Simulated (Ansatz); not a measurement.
# VMo₃S₈: zone-centre modes

Level of theory: Ansatz, DFT PBE, scalar-relativistic, plane waves, PAW. Plane waves to 420 eV; Γ-centred k mesh 6×6×6; Fermi-Dirac smearing of 0.15 eV. No spin polarisation. Phonons by linear response, acoustic sum rule imposed.

Equilibrium structure at this level:
```
CELL_PARAMETERS angstrom
3.19197 1.84289 7.44662
-3.19197 1.84289 7.44662
0.00000 -3.68577 7.44662
ATOMIC_POSITIONS crystal
V 0.50000 0.50000 0.50000
Mo 0.50000 0.00000 0.00000
Mo 0.00000 0.50000 0.00000
Mo 0.00000 0.00000 0.50000
S 0.59348 0.10569 0.59348
S 0.59348 0.59348 0.10569
S 0.10569 0.59348 0.59348
S 0.09588 0.09588 0.09588
S 0.40652 0.89431 0.40652
S 0.40652 0.40652 0.89431
S 0.89431 0.40652 0.40652
S 0.90412 0.90412 0.90412
```

The structure comes from a generated guess, relaxed at this level; another structure or a mixture of phases may lie lower. In a metal, frequencies depend on the k mesh and the smearing, soft modes most. No dispersion correction is applied, so modes and constants that involve weak contacts between layers, chains or molecules come out too soft.

Optical modes at Γ; i marks an imaginary frequency:
```csv
frequency (THz),degeneracy
5.78i,1
3.91i,2
3.38,2
4.07,2
4.08,1
4.48,1
5.91,2
7.39,2
7.53,2
7.78,1
8.07,2
8.40,1
9.44,2
9.56,2
9.59,1
9.67,1
9.70,1
10.36,2
10.81,1
10.89,2
11.00,1
12.45,1
```

3 of the 33 optical modes are unstable, so the structure is a saddle point of the energy and would distort without enlarging its cell.
